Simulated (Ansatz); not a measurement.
Starting cell, BAs (zinc blende):

```
BAs
1.0
    0.00000     2.40467     2.40467
    2.40467     0.00000     2.40467
    2.40467     2.40467     0.00000
As B
1 1
Direct
  0.75000   0.75000   0.75000
  0.00000   0.00000   0.00000
```

Scan: atom 2 (B, nearest neighbour As at 2.083 Å; its periodic images, 3.4 Å or more away, move with it) is displaced along Cartesian x, direction (1.000, 0.000, 0.000) in Cartesian axes, by s. The other atoms stay.

Method: PBE (plane waves to 420 eV, PAW, scalar-relativistic; Ansatz, a program for electronic structure). k mesh 10×10×10 (Γ-centred), Fermi-Dirac smearing 0.05 eV. Energies are smeared free energies. As the smearing reaches across the gap at some points, energies and forces of such displacements shift with the k mesh and the smearing. BAs was relaxed with its symmetry unable to fall. ΔE is measured from the undisplaced structure.

Successive frames, forces in eV/Å:

| frame | ΔE (eV/cell) | F on As1 | F on B2 |
|---|---|---|---|
| s = -0.620 Å | 2.331 | (-5.394, 0.000, 0.000) | (5.394, 0.000, 0.000) |
| s = -0.496 Å | 1.649 | (-5.515, 0.000, 0.000) | (5.515, 0.000, 0.000) |
| s = -0.372 Å | 0.999 | (-4.852, 0.000, 0.000) | (4.852, 0.000, 0.000) |
| s = -0.248 Å | 0.469 | (-3.601, 0.000, 0.000) | (3.601, 0.000, 0.000) |

Task: What are the energy and the forces in the next frame, s = -0.124 Å?

Result: ΔE (eV/cell) = 0.121.

```
atom      Fx     Fy     Fz
----  ------  -----  -----
As1   -1.938  0.000  0.000
B2     1.938  0.000  0.000
```

(For displaced atoms, the force is minus the slope of the energy, and its curvature is a force constant, which sets phonon frequencies.)
